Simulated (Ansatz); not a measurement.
Notes on ZrSbPd

```yaml
crystal:
  lattice:
    - [6.82367, 0.00000, 0.00000]
    - [0.00000, 4.29509, 0.00000]
    - [0.00000, 0.00000, 7.88117]
  atoms:
    - { symbol: Sb, position: [0.25840, 0.25000, 0.10900] }
    - { symbol: Sb, position: [0.24160, 0.75000, 0.60900] }
    - { symbol: Sb, position: [0.75840, 0.25000, 0.39100] }
    - { symbol: Sb, position: [0.74160, 0.75000, 0.89100] }
    - { symbol: Zr, position: [0.52010, 0.25000, 0.69830] }
    - { symbol: Zr, position: [0.97990, 0.75000, 0.19830] }
    - { symbol: Zr, position: [0.02010, 0.25000, 0.80170] }
    - { symbol: Zr, position: [0.47990, 0.75000, 0.30170] }
    - { symbol: Pd, position: [0.65490, 0.25000, 0.06800] }
    - { symbol: Pd, position: [0.84510, 0.75000, 0.56800] }
    - { symbol: Pd, position: [0.15490, 0.25000, 0.43200] }
    - { symbol: Pd, position: [0.34510, 0.75000, 0.93200] }
```

Level: r2SCAN, no spin polarisation; 500 eV; 4×6×4 Γ-centred mesh; methfessel-paxton occupations (width 0.0126 eV); Ansatz 0.2.0, fixed geometry.

Problem. Where is the largest force?

Solution. The largest is on Sb1 (and as large on other atoms): 0.13 eV/Å, components (0.12, 0.00, -0.04). It makes 67° with the line to a nearest neighbour, Pd12 at 2.63 Å.

Problem. How is the charge shared?

Solution. Bader charges in e: Zr +1.43, Sb -0.65, Pd -0.78. In the mean Zr gives up most and Pd takes most.

Problem. Is it stable against the elements?

Solution. -0.80 eV an atom against the elements' usual phases (free molecules for gases, crystals otherwise, with no correction for O₂ or N₂), so it is bound against them; other compounds may still compete. Relaxing would lower it.

Problem. Metal or insulator?

Solution. It is a metal, with about 4.7 states/eV a cell as the mean within 0.25 eV of the Fermi level, mostly Zr d (70 %) and Pd d (14 %).

Origin: a database entry at a rescaled volume.
